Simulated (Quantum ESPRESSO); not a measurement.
## Hf6TiMo (different elements on one site, starting from this cell)

A calculation, not a measurement. The program is pw.x of Quantum ESPRESSO 7.5 (plane-wave density functional theory). The cell is made up: eight metal atoms on a face-centred cubic lattice, with elements, volume, strain and displacements drawn at random and not relaxed, so it may be unstable or far from any real phase. PseudoDojo standard norm-conserving files set the functional (PBE unless stated); there is no spin polarisation or spin-orbit coupling, the Fermi-Dirac width of 0.25 eV means electrons at about 2900 K, and the masses in the input are unused placeholders. Heavy elements are run without spin-orbit coupling, which real alloys of them have. A spin test at this wide smearing found no moment, but such smearing suppresses magnetism that the real alloy may have.

The runs put different elements on site 3. Cell, positions, cutoff, mesh and smearing stay as in the input of run 1; sites are counted in its order. Stress in the tables is positive in tension.

Input of run 1:

```
&control calculation='scf', pseudo_dir='./dojo.nc.sr.pbe.v0_5.standard.upf', outdir='./o', disk_io='minimal', tprnfor=.true., tstress=.true. /
&system ibrav=0, nat=8, ntyp=3, nbnd=67, ecutwfc=84.00895049, nosym=.true., tot_charge=0,
 occupations='smearing', smearing='fd', degauss=0.0183746611
/
&electrons conv_thr=1.470e-08, electron_maxstep=70, mixing_beta=0.5 /
ATOMIC_SPECIES
Hf 1.0 Hf.upf
Mo 1.0 Mo.upf
Ti 1.0 Ti.upf
CELL_PARAMETERS angstrom
-0.0149 4.4337 0.0117
-4.4875 0.0031 -4.4852
-4.3763 0.0266 4.3739
ATOMIC_POSITIONS angstrom
Hf -0.0333 0.088 0.0891
Hf -2.1155 -0.0337 2.1417
Ti -2.3129 -0.0945 -2.1644
Hf -4.4007 -0.1507 -0.0272
Hf -2.1744 2.1753 -0.0092
Hf -4.3692 2.1138 2.1368
Mo -4.514 2.1701 -2.2747
Hf -6.7464 2.2846 0.079
K_POINTS automatic
5 4 4 1 1 1
```

| run | elements on sites 1 to 8 | -TS (eV) | pressure (GPa) | stress xx (GPa) | stress yy (GPa) | stress zz (GPa) | stress yz (GPa) | stress xz (GPa) | stress xy (GPa) | iterations |
| --- | --- | --- | --- | --- | --- | --- | --- | --- | --- | --- |
| 1 | Hf Hf Ti Hf Hf Hf Mo Hf | -2.403 | -2.33 | 2.36 | 1.86 | 2.79 | 1.13 | 1.75 | 0.08 | 19 |
| 2 | Hf Hf Mg Hf Hf Hf Mo Hf | -2.016 | -1.02 | 0.37 | 1.28 | 1.39 | 0.80 | 2.08 | -0.04 | 16 |
| 3 | Hf Hf In Hf Hf Hf Mo Hf | -1.934 | -0.61 | -0.19 | 1.46 | 0.55 | 0.71 | 2.17 | -0.12 | 15 |

Forces Fx Fy Fz (eV/Å):

| site | run 1 | run 2 | run 3 |
| --- | --- | --- | --- |
| 1 | 0.64 -0.78 -0.25 | 0.61 -0.73 -0.08 | 0.50 -0.76 -0.12 |
| 2 | -0.15 -0.05 0.83 | -0.18 -0.06 0.88 | -0.16 -0.06 0.91 |
| 3 | 0.04 0.24 -0.19 | 0.10 0.36 -0.26 | 0.23 0.46 -0.30 |
| 4 | -0.32 0.67 -0.41 | -0.35 0.62 -0.38 | -0.47 0.66 -0.29 |
| 5 | -0.27 0.05 -0.52 | -0.36 -0.06 -0.17 | -0.33 -0.10 -0.10 |
| 6 | -0.21 0.38 0.26 | 0.13 0.41 0.19 | 0.17 0.42 0.21 |
| 7 | 0.11 0.10 0.37 | -0.08 0.12 0.30 | -0.14 0.12 0.32 |
| 8 | 0.16 -0.62 -0.09 | 0.13 -0.66 -0.49 | 0.20 -0.73 -0.63 |

Energies are left out, as each element's file has its own zero. A rerun of one cell of this series at a higher cutoff and on a denser mesh moved values by no more than 0.002 eV in energy, 0.03 GPa in stress and 0.005 eV/Å in force, and a second program with other atomic files agreed on that cell to 2 % rms in force and 0.5 GPa in pressure.